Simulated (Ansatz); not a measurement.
## Property card for AlPd

AlPd (rock salt, Fm-3m), a = b = c = 5.0684 Å, α = β = γ = 90.00°; the cell used has 2 atoms.

Space group Fm-3m (No. 225), rock salt; conventional cell a = 5.068 Å, b = 5.068 Å, c = 5.068 Å, α = 90.00°, β = 90.00°, γ = 90.00°.

Method: DFT-PBEsol in the program Ansatz with PAW potentials. The cell and atoms are relaxed at this level. Other levels are named where they apply.

**Cell and energy**

Volume per atom: 16.27 Å³
Density: 6.81 g/cm³
Formation energy from the elements (no fitted shifts): -0.39 eV/atom

**Electronic structure**

- Electronic character: metallic (no gap)
- Density of states at the Fermi level: 0.31 states/eV per atom (mean over ±0.08 eV)
- Gap with spin–orbit coupling: none (metallic)

**Mechanics**

Bulk modulus (Birch–Murnaghan fit): 122 GPa
Pressure derivative B′: 4.6
Elastic constants (relaxed ions, GPa): C11 = 235, C12 = 66.5, C44 = -16.8
Mechanical stability: unstable (C has a negative eigenvalue)

**Phonons**

* **Highest zone-centre frequency**: 230 cm⁻¹
* **Zone-centre stability**: no imaginary mode at Γ

The start of the workflow was typed in or built on a structure type; neither database checked (COD, Materials Project) lists it. Whether it is the stable phase at ambient conditions was not checked. The cell was relaxed with PBEsol under the symmetry of its start. No spin polarisation was allowed. As this level gives no gap, shear constants depend on the k-mesh and smearing (Fermi–Dirac, 0.1 eV here). As this level gives no gap, phonon frequencies hold no LO–TO term and depend on the k-mesh and smearing (Fermi–Dirac, 0.1 eV here). The references are the lowest solids computed at this level, not always the standard phases. Scalar-relativistic: spin–orbit coupling is off unless named, which matters more the heavier the elements.

Potentials: the later of the program's two PAW sets.
